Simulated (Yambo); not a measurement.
Yambo run on K$_{2}$PtC$_{2}$ (space group P-3m1, No. 164). The wavefunctions are norm-conserving PBEsol (Quantum ESPRESSO, 84 Ry, with spin-orbit coupling) ones on a 3×3×2 mesh (44 occupied bands); a = b = 5.1383 Å, c = 5.1945 Å, α = β = 90.00°, γ = 120.00°.

Yambo input:

```
rim_cut
gw0
dyson
el_el_corr
HF_and_locXC
cohsex
em1s
RandQpts= 1000000
RandGvec= 1 Ry
EXXRLvcs= 84 Ry
VXCRLvcs= 336 Ry
Chimod= "HARTREE"
% BndsRnXs
 9 | 258 |
%
NGsBlkXs= 6 Ry
% LongDrXs
 1.0 | 1.0 | 1.0 |
%
ExtendOut
% QPkrange
 2 | 2 | 44 | 44 |
 4 | 4 | 44 | 45 |
%
```

k points by index: 2 = A, 4 = (0, 0.333, -0.5).

Table of the .qp output:

```
#    K-point    Band    Eo [eV]    E [eV]    E-Eo [eV]    Vxc [eV]    Vnlxc [eV]    Sc|Eo [eV]    Re(Z)    Im(Z)
#
    2    44    0.000000    -1.950575    -1.950575    -18.38119    -21.56869    1.236919    1.000000    0.000000
    4    44    -0.029953    -1.976370    -1.946417    -18.30889    -21.50956    1.254250    1.000000    0.000000
    4    45    0.897052    0.161602    -0.735450    -9.987405    -6.493365    -4.229490    1.000000    0.000000
```
(The two width columns are left out.) Convergence of these settings isn't established.

Geometry of the Materials Project entry, not relaxed at this level.

The structure is a Materials Project entry; no match was found in the copy of COD used, and its stability was not checked.
